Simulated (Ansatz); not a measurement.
## WSe2 (P6_3/mmc): from strained cells to moduli

```
W Se
1.0
     3.24973    0.00000    0.00000
    -1.62487    2.81435    0.00000
     0.00000    0.00000   12.82017
W Se
2 4
Cartesian
  0.0000 1.8762 3.2050
  1.6249 0.9381 9.6151
  0.0000 1.8762 7.9483
  1.6249 0.9381 1.5382
  0.0000 1.8762 11.2820
  1.6249 0.9381 4.8719
```

Computed, not measured; unless marked otherwise by LDA, all-electron LAPW in Ansatz 0.2.0, scalar-relativistic. k mesh 8×8×2, strains of ±0.005, fixed occupations, basis error target 1 meV/atom. The cell was relaxed by PAW under this functional.

The cell is hexagonal and carries a residual pressure of 0.04 GPa at this level. Each strain component that symmetry leaves independent is applied at ±0.005, the ions relax wherever a strain frees them, and the stress (tension positive, GPa) is read. Shears are engineering strains, γ = 2ε.

```csv
strain,size,σxx,σyy,σzz,σyz,σxz,σxy
xx,-0.005,-1.1296,-0.2552,-0.0725,0.0000,0.0000,0.0000
xx,+0.005,0.9773,0.1503,0.0503,0.0000,0.0000,0.0000
zz,-0.005,-0.1186,-0.1186,-0.2859,0.0000,0.0000,0.0000
zz,+0.005,0.0048,0.0048,0.2355,0.0000,0.0000,0.0000
yz,-0.005,-0.0550,-0.0540,-0.0141,-0.1045,0.0000,0.0000
yz,+0.005,-0.0550,-0.0540,-0.0141,0.1045,0.0000,0.0000
```

A central difference gives one constant, for example C11 ≈ (0.9773 − (-1.1296))/(0.01) = 210.7 GPa; the program then imposes the crystal's symmetry on the whole matrix.

Question: What are the independent elastic constants?

Answer: C11 = 210.7, C12 = 40.6, C13 = 12.3, C33 = 52.1, C44 = 20.9 GPa.

Question: Is the crystal stable against homogeneous strain?

Answer: The least eigenvalue of the 6×6 matrix is 20.9 GPa, so yes.

Question: What moduli does a random aggregate of grains have?

Answer: Voigt and Reuss bounds: B from 41.8 to 67.1 and G from 33.2 to 52.6 GPa; their means are B = 54.4 and G = 42.9 GPa. Then E = 9BG/(3B + G) = 101.9 GPa, ν = (3B − 2G)/(6B + 2G) = 0.188 and B/G = 1.27, on the brittle side of Pugh's 1.75 (a rule of thumb, made for metals; it doesn't predict ductility here).

Question: With the density of 9.681 g/cm³, how fast does sound travel, and what Debye temperature follows?

Answer: 

```json
{"direction": "x", "slow (m/s)": "1469", "middle (m/s)": "2964", "fast (m/s)": "4665"}
{"direction": "y", "slow (m/s)": "1469", "middle (m/s)": "2964", "fast (m/s)": "4665"}
{"direction": "z", "slow (m/s)": "1469", "middle (m/s)": "1469", "fast (m/s)": "2321"}
```

The mean of v⁻³ over directions and branches gives v_m = 2105 m/s and θ_D = (ħ/k_B) v_m (6π²n)^(1/3) = 233 K, n being atoms per volume. Young's modulus spans 50 to 201 GPa over directions, and the universal anisotropy index is 3.53.

Question: How far do the constants move if PAW replaces LAPW in the same cell?

Answer: 

```
constant  LAPW (GPa)  PAW (GPa)  difference
     C11       210.7      210.7         0.0
     C12        40.6       40.7         0.1
     C13        12.3       12.3         0.0
     C33        52.1       51.9        -0.2
     C44        20.9       20.8        -0.1
```

Caveats: no spin-orbit coupling on heavy atoms; no dispersion correction, so the spacing and stiffness between layers or molecules are poor; the frozen-core PAW files of the compared runs were fitted under PBE, their cores solved anew for this functional.
